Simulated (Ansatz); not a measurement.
VIr:
```
CELL_PARAMETERS angstrom
      2.88247    -3.33566     0.00000
      2.88247     3.33566     0.00000
      0.00000     0.00000     2.78018
ATOMIC_POSITIONS crystal
  Ir 0.78449 0.21551 0.50000
  Ir 0.21551 0.78449 0.50000
  V  0.29616 0.29616 0.00000
  V  0.70384 0.70384 0.00000
```

Relaxed with PBEsol.

Task: Map the valence electron density (e/Å³), cut off at 3 on the plane through (0.784, 0.216, 0.500) spanned by u = [1, 0, 0] and v = [0, 1, 1] in lattice vectors, from PBEsol in the plane-wave PAW code Ansatz.

Result: x is the fraction of u, y of v (the angle between them is 97°; rows are the nearest grid lines); atoms in the plane: Ir at (0.00, 0.00), V at (0.92, 0.49).
```
y \ x   0.000  0.0909  0.182  0.273  0.364  0.455  0.545  0.636  0.727  0.818  0.909   1.00
------  -----  ------  -----  -----  -----  -----  -----  -----  -----  -----  -----  -----
1.00     3.00    3.00   2.03  0.463  0.284  0.257  0.256  0.280  0.459   2.03   3.00   3.00
0.923    3.00    3.00   1.02  0.371  0.291  0.297  0.294  0.294  0.426   1.54   3.00   3.00
0.846    2.10    1.02  0.423  0.307  0.345  0.414  0.382  0.309  0.333  0.630   1.61   2.10
0.769   0.483   0.351  0.274  0.310  0.487  0.662  0.529  0.331  0.271  0.329  0.462  0.483
0.692   0.380   0.279  0.255  0.350  0.610  0.796  0.588  0.338  0.250  0.278  0.383  0.380
0.615    2.07   0.537  0.289  0.360  0.527  0.595  0.463  0.320  0.295  0.856   2.62   2.07
0.538    3.00    1.37  0.316  0.332  0.409  0.429  0.372  0.312  0.547   3.00   3.00   3.00
0.462    3.00    1.08  0.278  0.296  0.356  0.378  0.351  0.337  0.841   3.00   3.00   3.00
0.385    2.04   0.373  0.235  0.268  0.332  0.370  0.361  0.357  0.564   2.42   3.00   2.04
0.308   0.380   0.266  0.235  0.252  0.307  0.367  0.381  0.346  0.345  0.434  0.507  0.380
0.231   0.486   0.418  0.314  0.273  0.296  0.391  0.413  0.314  0.283  0.332  0.424  0.486
0.154    2.10    1.58  0.643  0.351  0.299  0.353  0.352  0.277  0.305  0.489   1.09   2.10
0.0769   3.00    3.00   1.57  0.453  0.291  0.272  0.265  0.267  0.383   1.06   3.00   3.00
0.000    3.00    3.00   2.03  0.463  0.284  0.257  0.256  0.280  0.459   2.03   3.00   3.00
```

The density is the valence pseudo-density with augmentation charge, so density and ELF within about 1 Å of a nucleus are not all-electron values.

Space group Cmmm. The workflow started from an entry of the Crystallography Open Database (COD), which files this formula under 2 space groups. Its standing as an ambient phase is unchecked. Symmetry was held in the PBEsol relaxation; whether a distortion lowers the energy is not shown. The workflow began spin-polarised and lost its moments. Scalar-relativistic: spin–orbit coupling is off unless named, which matters more the heavier the elements.

Potentials: the later of the program's two PAW sets.
